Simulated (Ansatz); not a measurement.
CoSi (FeSi type, space group P2_13)

```xyz
8
Lattice="4.3857 0.0000 0.0000 0.0000 4.3857 0.0000 0.0000 0.0000 4.3857" Properties=species:S:1:pos:R:3 pbc="T T T"
Co     0.6387     0.6387     0.6387
Co     2.8316     1.5542     3.7470
Co     3.7470     2.8316     1.5542
Co     1.5542     3.7470     2.8316
Si     3.6984     3.6984     3.6984
Si     1.5056     2.8802     0.6873
Si     0.6873     1.5056     2.8802
Si     2.8802     0.6873     1.5056
```

The volume is varied about the relaxed value V₀ at fixed cell shape. The atoms relax within the cell's symmetry.

Level of theory: PBEsol (plane waves to 420 eV, PAW, scalar-relativistic; Ansatz, an electronic-structure program). k mesh 11×11×11 (Γ-centred), Fermi-Dirac smearing 0.05 eV. Stress and pressure are positive under compression. At this level the bands of CoSi touch or barely overlap. CoSi is run without spin polarisation. CoSi was relaxed with its symmetry unable to fall.

At one point of the scan the stress tensor (GPa) is:

```
   62.6      0.0      0.0
    0.0     62.6      0.0
    0.0      0.0     62.6
```

Q: Which point is it?
A) V/V₀ = 0.920
B) V/V₀ = 0.880
C) V/V₀ = 0.960
D) V/V₀ = 0.840

A: D, V/V₀ = 0.840

(Under strain, the slope of the energy per volume gives the stress and its curvature an elastic modulus.)
